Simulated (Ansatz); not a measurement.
Ansatz (an electronic-structure program) input:

Ansatz 0.2 input:
```yaml
crystal:
  lattice:
    - [2.7649794257, 0.0, 0.0]
    - [0.0, 2.7649794257, 0.0]
    - [0.0, 0.0, 3.6037462292]
  atoms:
    - { symbol: Cu, position: [0.5, 0.5, 0.5] }
    - { symbol: Au, position: [0.0, 0.0, 0.0] }
kpoints:
  mp_grid: { grid: [26, 26, 20] }
hamiltonian:
  xc: lda
  pseudopotentials: { kind: paw }
scf:
  occupations: { method: fermi_dirac, width: 0.1 }
elastic: { mode: relaxed_ion, stencil: two_point, amplitude: 0.005, f_tol: 0.0005 }
```

Output (shortened):

```
Pseudopotential: Cu, paw, valence charge 19
Pseudopotential: Au, paw, valence charge 19
Functional definition: SPW92
Crystal: 2 atoms, lattice volume = 27.551 Å³
Basis set: ecut = 420 eV, 545 PW (Γ)
Bands: 23, of which v1, the nominal top of the filled ones, is band 19 counted from 1 (18 counted from 0)
Symmetry: 16 space group operations
Space group: P4/mmm (ITA 123), of the structure as read, at distance tolerance 3.0e-5 Å
k-points: 1155 of 13520
SCF 1 converged in 12 iterations: F = -19420.790568 eV  dr2 = 1.17e-14
Crystal: 2 atoms, lattice volume = 27.413 Å³
Basis set: ecut = 420 eV, 541 PW (Γ)
Symmetry: 8 space group operations
k-points: 2156 of 13520
SCF 2 converged in 11 iterations: F = -19420.789673 eV  dr2 = 2.87e-14
Crystal: 2 atoms, lattice volume = 27.689 Å³
SCF 3 converged in 8 iterations: F = -19420.790416 eV  dr2 = 3.47e-14
Crystal: 2 atoms, lattice volume = 27.413 Å³
Basis set: ecut = 420 eV, 535 PW (Γ)
SCF 4 converged in 11 iterations: F = -19420.790442 eV  dr2 = 7.92e-15
Crystal: 2 atoms, lattice volume = 27.689 Å³
SCF 5 converged in 8 iterations: F = -19420.789803 eV  dr2 = 3.92e-14
Crystal: 2 atoms, lattice volume = 27.551 Å³
Basis set: ecut = 420 eV, 543 PW (Γ)
Symmetry: 4 space group operations
k-points: 3668 of 13520
SCF 6 converged in 8 iterations: F = -19420.790410 eV  dr2 = 1.38e-14
Crystal: 2 atoms, lattice volume = 27.551 Å³
SCF 7 converged in 7 iterations: F = -19420.790410 eV  dr2 = 3.22e-14
Crystal: 2 atoms, lattice volume = 27.551 Å³
k-points: 2013 of 13520
SCF 8 converged in 8 iterations: F = -19420.790481 eV  dr2 = 1.29e-14
Crystal: 2 atoms, lattice volume = 27.551 Å³
SCF 9 converged in 7 iterations: F = -19420.790481 eV  dr2 = 3.77e-14
SCF converged after 12 iterations
Free energy (F): -19420.790568 eV
Harris-Foulkes:  -19420.790568 eV  (|F-HF|=0.00e0)
Internal energy: -19420.772304 eV  (E = F + TS)
E sigma→0 (E₀):  -19420.781436 eV
Entropy (-TS):   -0.018264 eV (-9.132 meV/atom)
Fermi energy:    20.014081 eV
--- Per-component energies (eV) ---
  E_band       = -523.520025
  E_kinetic    = 907.026055
  E_local      = -5723.842279  (includes V_loc(G=0)·N_el)
  E_nonlocal   = 478.642104
  E_hartree    = 2515.712282
  E_xc         = -316.753843
  E_vxc        = -391.802437  (∫ρ·V_xc dr)
  E_paw        = -11019.695639  (= ΣΔE_a)
  E_vpaw       = -824.969486  (= ΣTr[D̂ρ^β])
  E_aug_tail   = 0.001451  (compensation charges beyond the density's cutoff)
  E_ewald      = -6262.834813
  E_core_change = 0.972378  (= ΣΔE_core)
  E_smearing   = -0.018264  (= −TS)
  E_closure    = 0.000000  (closes the sum)
  Σ components = -19420.790568   (vs F -19420.790568, Δ=0.00e0)
--- Forces (eV/Å), atoms counted from 1 ---
  atom   1  Cu     0.00000000     0.00000000     0.00000000
  atom   2  Au     0.00000000     0.00000000     0.00000000
  max |Σ_I F_I| component: 0.0 eV/Å
--- Stress (GPa, compression-positive) ---
        0.416359       0.000000       0.000000
        0.000000       0.416359       0.000000
        0.000000       0.000000      -0.375745
  P = ⅓ Tr σ = 0.1523 GPa (1.523 kbar)
--- Band table (eV; the first three rows and the last of 1155) ---
  k-point 0: bands = ["-91.5994", "-86.1812", "-49.4375", "-49.4148", "-49.4148", "-37.4795", "-37.4157", "-37.4157", "9.6142", "12.9391", "13.1036", "15.6921", "15.6921", "16.8658", "16.9641", "17.7456", "18.2388", "18.4853", "18.4853", "22.0429", "28.5787", …
  k-point 1: bands = ["-91.5994", "-86.1812", "-49.4375", "-49.4148", "-49.4148", "-37.4797", "-37.4157", "-37.4157", "9.6467", "12.9456", "13.1155", "15.6992", "15.6992", "16.8717", "16.9540", "17.7361", "18.2319", "18.4621", "18.4621", "21.8322", "28.8365", …
  k-point 2: bands = ["-91.5994", "-86.1812", "-49.4376", "-49.4148", "-49.4148", "-37.4803", "-37.4157", "-37.4157", "9.7433", "12.9647", "13.1504", "15.7203", "15.7203", "16.8894", "16.9245", "17.7077", "18.2117", "18.3945", "18.3945", "21.2832", "29.5264", …
  k-point 1154: bands = ["-91.5963", "-86.1658", "-49.4356", "-49.4356", "-49.4339", "-37.5881", "-37.5881", "-37.4524", "12.9581", "13.8945", "13.8945", "16.1888", "16.5275", "16.5275", "16.7424", "17.6933", "18.2570", "18.3877", "25.3753", "25.6300", …
--- Elastic constants: 4 strain directions × 2 members + reference (group order 16) ---
  dense FFT box of the reference and of every strained cell: 20×20×25
  strains applied: 11, 33, 23, 12; error gains …
  C = ∂σ_k/∂η_j (tension-positive GPa; Voigt order 11 22 33 23 13 12):
       243.782    163.861    176.834      0.000      0.000      0.000
       163.861    243.782    176.834      0.000      0.000      0.000
       175.954    175.954    207.328      0.000      0.000      0.000
         0.000      0.000      0.000     73.480      0.000      0.000
         0.000      0.000      0.000      0.000     73.480      0.000
         0.000      0.000      0.000      0.000      0.000     40.429
  reference stress σ⁰ (GPa):     -0.416     -0.416      0.376      0.000      0.000      0.000
  moduli (Voigt/Reuss/Hill, GPa): K = 192.02/190.93/191.48   G = 49.36/38.86/44.11   E = 122.89   ν = 0.393
  mechanically stable: yes (min eigenvalue of sym C = 38.67 GPa)
  strain η (Voigt 11):  stress-route row diagonal C_11 = 243.78 GPa, energy-path curvature d²(F+E_count+ΔE)/dδ²/Ω₀ = 243.40 GPa
         δ    σ_11 (GPa)             F (eV)   n_scf  n_hpsi   n_pw
    -5.000e-3      -1.6839      -19420.7896735      11  1091275    560   relax 0 steps, max|allowed force component| 0.0 eV/Å
     5.000e-3       0.7539      -19420.7904164       8  866551    560   relax 0 steps, max|allowed force component| 0.0 eV/Å
  strain η (Voigt 33):  stress-route row diagonal C_33 = 207.33 GPa, energy-path curvature d²(F+E_count+ΔE)/dδ²/Ω₀ = 207.38 GPa
         δ    σ_33 (GPa)             F (eV)   n_scf  n_hpsi   n_pw
    -5.000e-3      -0.6731      -19420.7904421      11  586443    560   relax 0 steps, max|allowed force component| 0.0 eV/Å
     5.000e-3       1.4002      -19420.7898031       8  449502    562   relax 0 steps, max|allowed force component| 0.0 eV/Å
  strain η (Voigt 23):  stress-route row diagonal C_44 = 73.48 GPa, energy-path curvature d²(F+E_count+ΔE)/dδ²/Ω₀ = 73.43 GPa
         δ    σ_23 (GPa)             F (eV)   n_scf  n_hpsi   n_pw
    -5.000e-3      -0.3674      -19420.7904099       8  1497909    560   relax 0 steps, max|allowed force component| 0.0 eV/Å
     5.000e-3       0.3674      -19420.7904099       7  1471381    560   relax 0 steps, max|allowed force component| 0.0 eV/Å
  strain η (Voigt 12):  stress-route row diagonal C_66 = 40.43 GPa, energy-path curvature d²(F+E_count+ΔE)/dδ²/Ω₀ = 40.47 GPa
         δ    σ_12 (GPa)             F (eV)   n_scf  n_hpsi   n_pw
    -5.000e-3      -0.2021      -19420.7904809       8  804355    560   relax 0 steps, max|allowed force component| 0.0 eV/Å
     5.000e-3       0.2021      -19420.7904809       7  679194    560   relax 0 steps, max|allowed force component| 0.0 eV/Å
```

Cost: about 11 core-minutes (a rough figure) on shared cores.

The LDA relaxation kept the symmetry of its start; of distortions, only those at the zone centre were tested. No spin polarisation was allowed. As this level gives no gap, shear constants depend on the k-mesh and smearing (Fermi–Dirac, 0.1 eV here). Axis ratios of metals converge slowly with the k-mesh, so a and c are less sure than the volume. On the denser mesh and wider smearing of the elastic run this cell carries a stress of 0.4 GPa. Scalar-relativistic: spin–orbit coupling is off unless named, which matters more the heavier the elements.

Potentials: the later of the program's two PAW sets.

Ansatz is a plane-wave DFT program.
